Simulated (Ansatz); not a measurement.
**Coordination and ¹⁷O quadrupole coupling in CaZnSi2O6**

Cell: a refined structure from the COD, its atoms then relaxed with PBE in this cell.

```yaml
crystal:
  lattice:
    - [4.89775, -4.48905, 0.00000]
    - [4.89775, 4.48905, 0.00000]
    - [-1.45028, 0.00000, 5.04675]
  atoms:
    - { symbol: Ca, position: [0.70027, 0.29973, 0.25000] }
    - { symbol: Ca, position: [0.29973, 0.70027, 0.75000] }
    - { symbol: Zn, position: [0.09442, 0.90558, 0.25000] }
    - { symbol: Zn, position: [0.90558, 0.09442, 0.75000] }
    - { symbol: Si, position: [0.19375, 0.38003, 0.22921] }
    - { symbol: Si, position: [0.61997, 0.80625, 0.27079] }
    - { symbol: Si, position: [0.80625, 0.61997, 0.77079] }
    - { symbol: Si, position: [0.38003, 0.19375, 0.72921] }
    - { symbol: O, position: [0.02603, 0.20527, 0.14445] }
    - { symbol: O, position: [0.79473, 0.97397, 0.35555] }
    - { symbol: O, position: [0.97397, 0.79473, 0.85555] }
    - { symbol: O, position: [0.20527, 0.02603, 0.64445] }
    - { symbol: O, position: [0.10954, 0.60992, 0.32533] }
    - { symbol: O, position: [0.39008, 0.89046, 0.17467] }
    - { symbol: O, position: [0.89046, 0.39008, 0.67467] }
    - { symbol: O, position: [0.60992, 0.10954, 0.82533] }
    - { symbol: O, position: [0.33134, 0.37290, 0.99270] }
    - { symbol: O, position: [0.62710, 0.66866, 0.50730] }
    - { symbol: O, position: [0.66866, 0.62710, 0.00730] }
    - { symbol: O, position: [0.37290, 0.33134, 0.49270] }
```

Atoms are numbered from 1 in the order listed; like atoms form one site, named after its first atom.

Method: Kohn–Sham DFT in Ansatz, PBE, plane waves and PAW, scalar-relativistic, 420 eV cutoff, Γ-centred 4×4×5 k-points, Fermi–Dirac smearing 0.02 eV.

Q(¹⁷O) = -25.58 mb.

(1) Order the O environments from the weakest to the strongest quadrupole coupling.
A. O17: 2 Si at 1.68–1.70 Å, angle 135°; also 2 Ca at 2.60–2.71 Å
B. O9: 1 Si at 1.61 Å, 2 Zn at 2.07–2.16 Å; also 1 Ca at 2.34 Å
C. O13: 1 Si at 1.60 Å, 1 Zn at 2.07 Å, 1 Ca at 2.32 Å

Answers

(1) B (3.10 MHz, η = 0.48), C (3.74 MHz, η = 0.11), A (4.94 MHz, η = 0.26).

At O9 and O13 V_zz points along its shortest bond, to Si (within 11°) in each case. At O17 V_zz runs parallel to the line that joins its two neighbours (within 4°). Like point charges on the first shell alone (each adding as 1/d³) would give the same order, so the shape of the shell goes a long way to explain it.

At this cell the principal stresses reach 5 GPa in size with PBE, which can matter for small gradients.
